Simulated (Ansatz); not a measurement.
Theory: DFT PBE, scalar-relativistic, plane waves, PAW, and for the lanthanide a 4f-in-core norm-conserving potential (Ansatz). Settings: cutoff 690 eV, Γ-centred meshes spaced at most about 0.3 Å⁻¹, and about 0.25 Å⁻¹ or finer for metals (2π included), Gaussian smearing. No spin polarisation in the final relaxations.

These are static total energies at zero pressure. All come from trial cells, and lower structures may exist.

Problem. Order these relaxed structures of HoNb2As3 by energy, lowest first, with the energy over the lowest of them.
A.

```cif
data_structure
_symmetry_space_group_name_H-M 'P4mm'
_symmetry_Int_Tables_number 99
_cell_length_a 3.9377
_cell_length_b 3.9377
_cell_length_c 9.3381
_cell_angle_alpha 90.000
_cell_angle_beta 90.000
_cell_angle_gamma 90.000
_cell_volume 144.80
loop_
_atom_site_label
_atom_site_type_symbol
_atom_site_symmetry_multiplicity
_atom_site_Wyckoff_symbol
_atom_site_fract_x
_atom_site_fract_y
_atom_site_fract_z
_atom_site_occupancy
Ho1 Ho 1 a 0.00000 0.00000 0.16934 1
Nb1 Nb 2 c 0.50000 0.00000 0.67506 1
As1 As 1 a 0.00000 0.00000 0.87161 1
As2 As 2 c 0.50000 0.00000 0.39393 1
```

B.

```cif
data_structure
_symmetry_space_group_name_H-M 'I4/mmm'
_symmetry_Int_Tables_number 139
_cell_length_a 5.4203
_cell_length_b 5.4203
_cell_length_c 9.8872
_cell_angle_alpha 90.000
_cell_angle_beta 90.000
_cell_angle_gamma 90.000
_cell_volume 290.48
loop_
_atom_site_label
_atom_site_type_symbol
_atom_site_symmetry_multiplicity
_atom_site_Wyckoff_symbol
_atom_site_fract_x
_atom_site_fract_y
_atom_site_fract_z
_atom_site_occupancy
Ho1 Ho 2 b 0.50000 0.50000 0.00000 1
Nb1 Nb 4 d 0.00000 0.50000 0.25000 1
As1 As 4 c 0.00000 0.50000 0.00000 1
As2 As 2 a 0.00000 0.00000 0.00000 1
```

C.

```cif
data_structure
_symmetry_space_group_name_H-M 'P6/mmm'
_symmetry_Int_Tables_number 191
_cell_length_a 5.9766
_cell_length_b 5.9766
_cell_length_c 3.9697
_cell_angle_alpha 90.000
_cell_angle_beta 90.000
_cell_angle_gamma 120.000
_cell_volume 122.80
loop_
_atom_site_label
_atom_site_type_symbol
_atom_site_symmetry_multiplicity
_atom_site_Wyckoff_symbol
_atom_site_fract_x
_atom_site_fract_y
_atom_site_fract_z
_atom_site_occupancy
Ho1 Ho 1 a 0.00000 0.00000 0.00000 1
Nb1 Nb 2 c 0.66667 0.33333 0.00000 1
As1 As 3 g 0.00000 0.50000 0.50000 1
```

Solution. C (0 meV/atom), A (87 meV/atom), B (607 meV/atom). Forms: C P6/mmm; A P4mm; B I4/mmm. Counting As atoms around Ho and Nb (those within 1.25 times the shortest such distance or 1.15 times the sum of covalent radii, 1.27 where that leaves under three): C has Ho 12, Nb 6; A has Ho 5, Nb 3; B has Ho 4, Nb 2.

A magnetic state wasn't ruled out in cells without spin, among them P6/mmm. Cells relaxed within their symmetry can be saddle points. Some structure types and database cells were kept out of the candidates from the start, so a known form may be missing.

The lanthanide is trivalent by construction, without f bands, f moments or other valences.
